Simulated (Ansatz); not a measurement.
SiC in space group P4_2/mmc (No. 131; Si on 2c, C on 2e) at seven volumes, PBE (plane waves, PAW; program Ansatz), shape and atoms relaxed at each. One row is withheld.

| V (Å³/atom) | P (GPa) |
|---|---|
| 10.119 | 20.01 |
| 10.452 | 12.30 |
| 10.786 | 5.68 |
| 11.120 | 0.00 |
| 11.453 | -4.85 |
| 11.787 | ? |
| 12.120 | -12.52 |

Question: Fit the shown pressures and predict the withheld one.

Answer: P = (3/2)B₀(x^(7/2) − x^(5/2))[1 + (3/4)(B′ − 4)(x − 1)] with x = (V₀/V)^(2/3). Least squares on the six rows gives V₀ = 11.120 Å³/atom, B₀ = 174 GPa, B′ = 4.18. At V = 11.787, x = 0.9619 and P = -8.98 GPa. The run itself gave -8.97 GPa.

The cell is a constructed one: a structure type filled with these elements; neither database checked (COD, Materials Project) lists it. It is not the phase usual at ambient conditions (space group No. 186, 216). The PBE relaxation kept the symmetry of its start; its stability against distortions is not shown here.

Potentials: the later of the program's two PAW sets.
